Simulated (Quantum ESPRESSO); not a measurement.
Al2GeZnN4, input and log of a self-consistent run

Simulated, not a measurement. The program is pw.x of Quantum ESPRESSO 7.5 (plane-wave density functional theory). The cell is made up: 8 atoms on a wurtzite lattice, with randomly drawn elements, strain and displacements, not relaxed. PseudoDojo standard norm-conserving files (v0.5 for PBE, v0.4.1 for LDA and PBEsol) set the functional; there is no spin polarisation, spin-orbit coupling or dispersion term, and the masses in the input are unused placeholders.

Input:

```
&control calculation='scf', pseudo_dir='./dojo.nc.sr.pbe.v0_5.standard.upf', outdir='./o', disk_io='low', tprnfor=.true., tstress=.true. /
&system ibrav=0, nat=8, ntyp=4, nbnd=36, ecutwfc=105.61755193, nosym=.true., tot_charge=0,
 occupations='smearing', smearing='fd', degauss=0.0018374661
/
&electrons conv_thr=7.350e-09, electron_maxstep=60, /
ATOMIC_SPECIES
Al 1.0 Al.upf
Ge 1.0 Ge.upf
N 1.0 N.upf
Zn 1.0 Zn.upf
CELL_PARAMETERS angstrom
3.1632 0.0349 -0.0013
0.0604 5.4339 0.0373
-0.0021 0.0352 4.9819
ATOMIC_POSITIONS angstrom
Al 0.0276 -0.0161 0.0728
Al 1.6218 2.6585 0.0049
Ge 1.5216 0.9789 2.5151
Zn -0.1292 3.6799 2.4201
N -0.1685 0.0374 1.7604
N 1.7244 2.7959 1.7955
N 1.6166 0.9015 4.465
N 0.0402 3.6487 4.4641
K_POINTS automatic
8 6 6 1 1 1
```

The log is shortened where brackets say so; the opening notice, blank lines, dates and the lines on written files are dropped, and the path of the files is cut. It prints rydbergs, bohrs and kilobars, and counts compression as positive stress.

```
     Program PWSCF v.7.5
     Parallel version (MPI & OpenMP), running on       4 processor cores
     Number of MPI processes:                 4
     Threads/MPI process:                     1
     [start-up lines left out]
     bravais-lattice index     =            0
     lattice parameter (alat)  =       5.9779  a.u.
     unit-cell volume          =     577.7706 (a.u.)^3
     number of atoms/cell      =            8
     number of atomic types    =            4
     number of electrons       =        60.00
     number of Kohn-Sham states=           36
     kinetic-energy cutoff     =     105.6176  Ry
     charge density cutoff     =     422.4702  Ry
     scf convergence threshold =      7.3E-09
     mixing beta               =       0.7000
     number of iterations used =            8  plain     mixing
     Exchange-correlation= PBE
                           (   1   4   3   4   0   0   0)
     [axes and pseudopotential details left out]
   Cartesian axes
     site n.     atom                  positions (alat units)
         1        Al     tau(   1) = (   0.0087248  -0.0050895   0.0230133  )
         2        Al     tau(   2) = (   0.5126774   0.8403952   0.0015490  )
         3        Ge     tau(   3) = (   0.4810026   0.3094462   0.7950641  )
         4        Zn     tau(   4) = (  -0.0408422   1.1632763   0.7650330  )
         5        N      tau(   5) = (  -0.0532656   0.0118227   0.5564911  )
         6        N      tau(   6) = (   0.5451109   0.8838295   0.5675868  )
         7        N      tau(   7) = (   0.5110336   0.2849788   1.4114592  )
         8        N      tau(   8) = (   0.0127079   1.1534135   1.4111747  )
     number of k points=   144  Fermi-Dirac smearing, width (Ry)=  0.0018
     Number of k-points >= 100: set verbosity='high' to print them.
     Dense  grid:    84767 G-vectors     FFT dimensions: (  40,  72,  64)
     Estimated max dynamical RAM per process >     317.87 MB
     Estimated total dynamical RAM >       1.18 GB
     Initial potential from superposition of free atoms
     starting charge      59.9941, renormalised to      60.0000
     Starting wfcs are   43 randomized atomic wfcs
     total cpu time spent up to now is        4.5 secs
     per-process dynamical memory:   277.7 Mb
     Self-consistent Calculation
     iteration #  1     ecut=   105.62 Ry     beta= 0.70
     Davidson diagonalization with overlap
     ethr =  1.00E-02,  avg # of iterations =  3.1
     total cpu time spent up to now is       13.6 secs
     total energy              =    -688.10323637 Ry
     estimated scf accuracy    <       2.54587217 Ry
     iteration #  2     ecut=   105.62 Ry     beta= 0.70
     Davidson diagonalization with overlap
     ethr =  4.24E-03,  avg # of iterations =  3.2
     total cpu time spent up to now is       22.1 secs
     total energy              =    -688.63810101 Ry
     estimated scf accuracy    <       3.06182953 Ry
     iteration #  3     ecut=   105.62 Ry     beta= 0.70
     Davidson diagonalization with overlap
     ethr =  4.24E-03,  avg # of iterations =  2.0
     total cpu time spent up to now is       29.3 secs
     total energy              =    -689.24058552 Ry
     estimated scf accuracy    <       0.16583337 Ry
     iteration #  4     ecut=   105.62 Ry     beta= 0.70
     Davidson diagonalization with overlap
     ethr =  2.76E-04,  avg # of iterations =  2.3
     total cpu time spent up to now is       37.2 secs
     total energy              =    -689.27076986 Ry
     estimated scf accuracy    <       0.01194107 Ry
     iteration #  5     ecut=   105.62 Ry     beta= 0.70
     Davidson diagonalization with overlap
     ethr =  1.99E-05,  avg # of iterations =  7.3
     total cpu time spent up to now is       47.2 secs
     total energy              =    -689.27303211 Ry
     estimated scf accuracy    <       0.00684975 Ry
     [iterations 6 to 8 left out]
     iteration #  9     ecut=   105.62 Ry     beta= 0.70
     Davidson diagonalization with overlap
     ethr =  5.05E-08,  avg # of iterations =  2.2
     total cpu time spent up to now is       77.3 secs
     total energy              =    -689.27438250 Ry
     estimated scf accuracy    <       0.00000446 Ry
     iteration # 10     ecut=   105.62 Ry     beta= 0.70
     Davidson diagonalization with overlap
     ethr =  7.43E-09,  avg # of iterations =  2.5
     total cpu time spent up to now is       85.0 secs
     total energy              =    -689.27438332 Ry
     estimated scf accuracy    <       0.00000109 Ry
     iteration # 11     ecut=   105.62 Ry     beta= 0.70
     Davidson diagonalization with overlap
     ethr =  1.81E-09,  avg # of iterations =  2.0
     total cpu time spent up to now is       92.2 secs
     total energy              =    -689.27438340 Ry
     estimated scf accuracy    <       0.00000020 Ry
     iteration # 12     ecut=   105.62 Ry     beta= 0.70
     Davidson diagonalization with overlap
     ethr =  3.37E-10,  avg # of iterations =  2.0
     total cpu time spent up to now is       99.4 secs
     total energy              =    -689.27438342 Ry
     estimated scf accuracy    <       0.00000002 Ry
     iteration # 13     ecut=   105.62 Ry     beta= 0.70
     Davidson diagonalization with overlap
     ethr =  3.24E-11,  avg # of iterations =  3.5
     total cpu time spent up to now is      107.6 secs
     End of self-consistent calculation
     [lines on levels left out]
!    total energy              =    -689.27438343 Ry
     estimated scf accuracy    <          2.8E-09 Ry
     smearing contrib. (-TS)   =      -0.00000000 Ry
     internal energy E=F+TS    =    -689.27438343 Ry
     The total energy is F=E-TS. E is the sum of the following terms:
     one-electron contribution =    -479.50169540 Ry
     hartree contribution      =     273.65751872 Ry
     xc contribution           =    -118.11967216 Ry
     ewald contribution        =    -365.31053459 Ry
     convergence has been achieved in  13 iterations
     Forces acting on atoms (cartesian axes, Ry/au):
     atom    1 type  1   force =     0.01109430   -0.07912006   -0.17015489
     atom    2 type  1   force =     0.00009110    0.10230938   -0.04742171
     atom    3 type  2   force =    -0.01235515    0.06208513   -0.02164646
     atom    4 type  4   force =     0.14954285    0.02045746    0.10633968
     atom    5 type  3   force =     0.04497607    0.09374210    0.17632566
     atom    6 type  3   force =    -0.17087281   -0.19089346    0.01941813
     atom    7 type  3   force =    -0.02701721   -0.00212330   -0.07115624
     atom    8 type  3   force =     0.00454086   -0.00645724    0.00829582
     Total force =     0.447730     Total SCF correction =     0.000233
     Computing stress (Cartesian axis) and pressure
          total   stress  (Ry/bohr**3)                   (kbar)     P=      139.88
   0.00058621   0.00007963   0.00023661           86.23       11.71       34.81
   0.00007963   0.00055771   0.00017747           11.71       82.04       26.11
   0.00023661   0.00017747   0.00170878           34.81       26.11      251.37
     init_run     :      4.30s CPU      4.46s WALL (       1 calls)
     electrons    :    102.71s CPU    103.07s WALL (       1 calls)
     forces       :      1.25s CPU      1.26s WALL (       1 calls)
     stress       :      4.52s CPU      4.52s WALL (       1 calls)
     [timing details left out]
     PWSCF        :   1m52.87s CPU   1m53.42s WALL
     JOB DONE.
```

In other units: free energy -9378.056 eV for the cell, pressure 13.99 GPa, largest force component 4.908 eV/Å. This run is the check on a run of the same cell at 1143 eV and a 6 x 4 x 4 mesh: rerunning at 1437 eV and a 8 x 6 x 6 mesh moved values by no more than 0.002 eV in energy, 0.04 GPa in stress and 0.002 eV/Å in force.